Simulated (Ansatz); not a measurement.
Q: AlPt (rock salt, Fm-3m) is relaxed with DFT-r²SCAN in the program Ansatz with PAW potentials. What lattice parameters of the conventional cell result?

A: a = 5.096 Å.

The start of the workflow was typed in or built on a structure type; neither database checked (COD, Materials Project) lists it. Whether it is the stable phase at ambient conditions was not checked. Symmetry was held in the r²SCAN relaxation; whether a distortion lowers the energy is not shown. No spin polarisation was allowed. Spin–orbit coupling is left out wherever it is not named.

Potentials: the later of the program's two PAW sets.
